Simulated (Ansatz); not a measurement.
Ga4SbN3 as one 8-atom ordering on the zincblende lattice (it has left that coordination), 8 atoms and 82 valence electrons in a cell of about 124 Å³, was run 5 times in the plane-wave code Ansatz, each time on 4 threads of AMD EPYC 9R45 96-Core Processor (Zen 5), on a shared host. The times are single readings and vary with the host's load.

```tsv
run	k mesh	irreducible k	cutoff (eV)	plane waves	bands	SCF iterations	wall time	peak host memory (GiB)
relaxation, PBE	8×8×8	65	420	2507	50	212	66 s	0.7
relaxation, r2SCAN	8×8×8	65	500	3117	50	59	42 s	0.95
bands, PBE	10×10×10	116	420	2393	47	12	10 s	0.85
single point, r2SCAN	10×10×10	116	500	3117	47	10	14 s	1.1
single point, PBE+SOC	10×10×10	116	420	2393	94	13	46 s	2.8
```

The slowest run (relaxation, PBE) took about 6 times as long as the quickest (bands, PBE).

Only the levels marked +SOC include spin-orbit coupling.
